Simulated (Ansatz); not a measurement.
Start of a relaxation of LuTe₄W:

```cif
data_structure
_symmetry_space_group_name_H-M 'F-43m'
_symmetry_Int_Tables_number 216
_cell_length_a 8.8129
_cell_length_b 8.8129
_cell_length_c 8.8129
_cell_angle_alpha 90.000
_cell_angle_beta 90.000
_cell_angle_gamma 90.000
_cell_volume 684.48
loop_
_atom_site_label
_atom_site_type_symbol
_atom_site_symmetry_multiplicity
_atom_site_Wyckoff_symbol
_atom_site_fract_x
_atom_site_fract_y
_atom_site_fract_z
_atom_site_occupancy
Lu1 Lu 4 c 0.25000 0.25000 0.25000 1
Te1 Te 16 e 0.12574 0.12574 0.87426 1
W1 W 4 b 0.50000 0.00000 0.00000 1
```

Computed with Ansatz, DFT PBE, scalar-relativistic, plane waves, PAW. Cutoff 420 eV, Gaussian smearing, Γ-centred meshes. Cell and atoms relax on a converged mesh. In metals the finer mesh still leaves noise of several meV/atom or more. The steps can't lower the symmetry of their start. No spin polarisation.

A guess keeps its type if space group and coordination stay and the shape of the cell changes little (axis ratios within about 15 %, angles within 6°); the volume may change.

**Question.** Will the relaxed cell still be of the starting type?

**Answer.** It keeps its type. The symmetry stays F-43m (No. 216). The volume per atom shrinks by 5.5 %, from 28.5 to 27.0 Å³. The shortest distance goes from 3.10 Å (Te–Te) to 3.04 Å (Te–Te). Counting neighbours within 15 % of an atom's shortest distance, the start has Lu 16, Te 6, W 16 and the end Lu 16, Te 6, W 16.

Formation energies are uncorrected and refer to the elements' standard structures at the same level.

**Question.** At what energy does it end?

**Answer.** +1.14 eV/atom. It can't be a ground state, since the elements alone are lower.

The last run used an 8×8×8 mesh for its 6-atom cell and Gaussian smearing of 0.10 eV. These runs have no spin–orbit coupling, which can matter for Te and W. The cell is a metal run without spin; a magnetic state may lie lower. The reference form of Te is held partly by dispersion forces, which this level lacks. A structure relaxed within its symmetry needn't be a true minimum.
